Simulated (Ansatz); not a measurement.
**A change and its effect: Na (Im-3m)**

```yaml
crystal:
  lattice:
    - [-2.02852, 2.02852, 2.02852]
    - [2.02852, -2.02852, 2.02852]
    - [2.02852, 2.02852, -2.02852]
  atoms:
    - { symbol: Na, position: [0.00000, 0.00000, 0.00000] }
```

Computed, not measured; unless marked otherwise by LDA, PAW on Ansatz 0.2.0's default frozen-core files (fitted under PBE), scalar-relativistic. k mesh 16×16×16, strains of ±0.005, Fermi-Dirac smearing of 0.080 eV, cutoff 420 eV. The cell was relaxed by PAW under this functional, which moved its volume by -15 % from the database entry's.

With these settings the run gives C11 = 10.2, C44 = 7.4 GPa and B_V = 9.0 GPa (relaxed ions).

Question: The run is repeated in the same cell with kpoints.mp_grid.shift from its default to [0.5, 0.5, 0.5]. What moves, and by how much?

Answer: C11: -2.9 %; C44: -21.02 %; B_V: +0.11 %.

Caveats: frozen-core PAW files fitted under PBE, their cores solved anew for the functional of the run; responses of metals move with mesh and smearing.
